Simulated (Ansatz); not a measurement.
## K₂ZrSe₂O₆: reading a single point

```yaml
crystal:
  lattice:
    - [2.87285, 4.97592, 0.00000]
    - [-2.87285, 4.97592, 0.00000]
    - [0.00000, -3.31728, 6.36717]
  atoms:
    - { symbol: K, position: [0.19504, 0.19504, 0.58512] }
    - { symbol: K, position: [0.80496, 0.80496, 0.41488] }
    - { symbol: Zr, position: [0.00000, 0.00000, 0.00000] }
    - { symbol: Se, position: [0.62803, 0.62803, 0.88409] }
    - { symbol: Se, position: [0.37197, 0.37197, 0.11591] }
    - { symbol: O, position: [0.74849, 0.27419, 0.77117] }
    - { symbol: O, position: [0.74849, 0.74849, 0.77117] }
    - { symbol: O, position: [0.27419, 0.74849, 0.77117] }
    - { symbol: O, position: [0.25151, 0.72581, 0.22883] }
    - { symbol: O, position: [0.72581, 0.25151, 0.22883] }
    - { symbol: O, position: [0.25151, 0.25151, 0.22883] }
```

The numbers come from plane-wave PAW DFT (Ansatz): a composed functional ({exchange: rpw86, correlation: lda}), no spin polarisation, 420 eV, 7×7×7 Γ-centred k points, fermi-dirac occupations (width 0.1 eV). Nothing was relaxed.

(1) Describe some of the short contacts.

(2) Give the Bader charges.

(3) What happens at the Fermi level?

(4) Which atom feels the largest force, and which way?

(5) Is the cell too large or too small?

Origin: a known structure type with other elements, at an estimated volume, so it need not be a known compound. Caveats: many states at the Fermi level without spin polarisation, so a magnetic state may lie lower; atoms or cell far from equilibrium; forces of this functional can be a tenth off on these datasets.

Answers

(1) Se–O at 1.73 Å: least valence density 1.32 e/Å³ and ELF 0.66 there. Zr–O at 2.27 Å: least valence density 0.40 e/Å³ and ELF 0.14 there. K–O at 2.86 Å: least valence density 0.08 e/Å³ and ELF 0.03 there. These are pseudo-fields; inside the PAW spheres they differ from the all-electron ones.

(2) Bader charges in e: K +0.85, Zr +2.10, Se +1.69, O -1.19. In the mean Zr gives up most and O takes most.

(3) It is a metal, with about 6.3 states/eV a cell as the mean within 0.25 eV of the Fermi level, mostly Zr d (48 %), Se p (20 %) and O p (17 %).

(4) The largest is on Se5 (and as large on other atoms): 2.43 eV/Å, components (0.00, 0.00, -2.43). It makes 115° with the line to a nearest neighbour, O9 at 1.73 Å.

(5) The pressure is 11.1 GPa (compression positive), so with the atoms held at these fractions the cell would first expand; the forces are large, so a full relaxation may end otherwise. The principal stresses 6.1, 13.6, 13.6 GPa differ, so its shape would change too.
